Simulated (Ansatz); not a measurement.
Sn, DFT, PBEsol, all-electron PAW with datasets made for the crystal, scalar-relativistic (Ansatz 0.2.0), run on 1 thread of Arm Neoverse V2 on a shared host.

The cell is COD entry 9008568, as deposited and not checked against the literature; nothing was relaxed. The listed cell was then made from it by scaling, straining or moving an atom.

Command: `ansatz run input.yaml --threads 1 --pin off --max-ram 3072MiB --backend cpu --events-out ev --progress --plain --runs-dir out`

```yaml
crystal:
  lattice:
    - [0.0, 3.2017351634, 3.2017351634]
    - [3.2017351634, 0.0, 3.2017351634]
    - [3.2017351634, 3.2017351634, 0.0]
  atoms:
    - { symbol: Sn, position: [0.5, 0.5, 0.5] }
    - { symbol: Sn, position: [0.75, 0.75, 0.75] }
kpoints:
  mp_grid: { grid: [11, 11, 11] }
scf:
  occupations: { method: fermi_dirac, width: 0.05 }
hamiltonian:
  xc: pbesol
  pseudopotentials: { kind: all_electron, datasets: crystal }
output:
  forces: true
  stress: true
  eigenvalues: true
  efg: { contact_densities: true }
```

How large is the problem that the program sets up?

56 irreducible k-points, 537 plane waves at Γ, 19 bands.

Estimate the wall time and the peak memory.

6.2 s of wall time for 7 SCF iterations, with a peak of 0.38 GiB. Times on shared machines scatter by tens of per cent.

And the same cell and mesh by PAW (frozen-core files), asked for forces, stress, eigenvalues, efg, on the same hardware?

4.1 s, peak memory 0.38 GiB.
